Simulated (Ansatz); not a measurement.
Relaxed-ion elastic tensor of Ga2Pt (fluorite or antifluorite type, Fm-3m) in GPa (Voigt order), LDA in the plane-wave PAW code Ansatz; density 11.00 g/cm³, 16.84 Å³ per atom.

```
     1    2    3     4     5     6
-  ---  ---  ---  ----  ----  ----
1  162  131  131   0.0   0.0   0.0
2  131  162  131   0.0   0.0   0.0
3  131  131  162   0.0   0.0   0.0
4  0.0  0.0  0.0  30.4   0.0   0.0
5  0.0  0.0  0.0   0.0  30.4   0.0
6  0.0  0.0  0.0   0.0   0.0  30.4
```

Q: Is the crystal mechanically stable?

A: Yes: the smallest eigenvalue of C is 30.4 GPa.

Q: Work out the Voigt, Reuss and Hill averages.

A: K_V = 141, K_R = 141, K_H = 141; G_V = 24.4, G_R = 21.8, G_H = 23.1 GPa.

Q: Give Young's modulus, Poisson's ratio, Pugh's ratio and the universal anisotropy index.

A: E = 9KG/(3K + G) = 65.6 GPa; ν = 0.42; K/G = 6.13 (ductile by the Pugh limit of 1.75); A_U = 5G_V/G_R + K_V/K_R − 6 = 0.59.

Q: Estimate the sound speeds and the Debye temperature.

A: v_l = √((K + 4G/3)/ρ) = 3960 m/s, v_t = √(G/ρ) = 1450 m/s, mean 1640 m/s; Θ = (h/k)(3n/4πV)^(1/3) v_m = 191 K.

Q: Give the Zener ratio and Young's modulus along [100], [110] and [111].

A: A = 2C44/(C11 − C12) = 1.99; 1/E = S11 − 2(S11 − S12 − S44/2)Γ with Γ = 0, 1/4, 1/3 gives 44.2, 69.1, 85.1 GPa.

Q: Solve the Christoffel equation for the three sound speeds along [100], [110], [111].

A: Eigenvalues of C_ijkl n_j n_l equal ρv². In km/s, slowest first: [100] 1.66, 1.66, 3.83; [110] 1.18, 1.66, 4.01; [111] 1.36, 1.36, 4.07.

The first step of the workflow began from a Materials Project structure, measured or hypothetical; the Crystallography Open Database files this formula in space group No. 225, but the cells were not matched. Its standing as an ambient phase is unchecked. Symmetry was held in the LDA relaxation; of distortions, only those at the zone centre were tested. The run is not spin-polarised. As this level gives no gap, shear constants depend on the k-mesh and smearing (Fermi–Dirac, 0.1 eV here). Spin–orbit coupling is left out wherever it is not named.

Potentials: the later of the program's two PAW sets.
